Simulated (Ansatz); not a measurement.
Here is the system:

BAs (zinc blende, space group No. 216), a = b = c = 4.7319 Å, α = β = γ = 90.00°; the cell used has 2 atoms.

This is the LDA-relaxed structure.

Q: All from plane-wave PAW LDA (Ansatz code), unless another level is named. Give the Born charges (a third of the trace).

A: B -0.54, As +0.54 e.

Q: What about the largest static χ(2) component?

A: 32 pm/V.

Q: Predict the electronic dielectric constant ε∞ (DFPT).

A: 9.66.

Q: Predict the static dielectric constant ε0 (ions relaxed, cell fixed).

A: 9.77.

Space group F-43m (zinc blende). Symmetry was held in the LDA relaxation. Scalar-relativistic: spin–orbit coupling is off unless named, which matters more the heavier the elements.

Potentials: the earlier of the program's two PAW sets. The files were generated under PBE; for other functionals the program regenerates the frozen cores, and for LDA and PBEsol the local potential too.
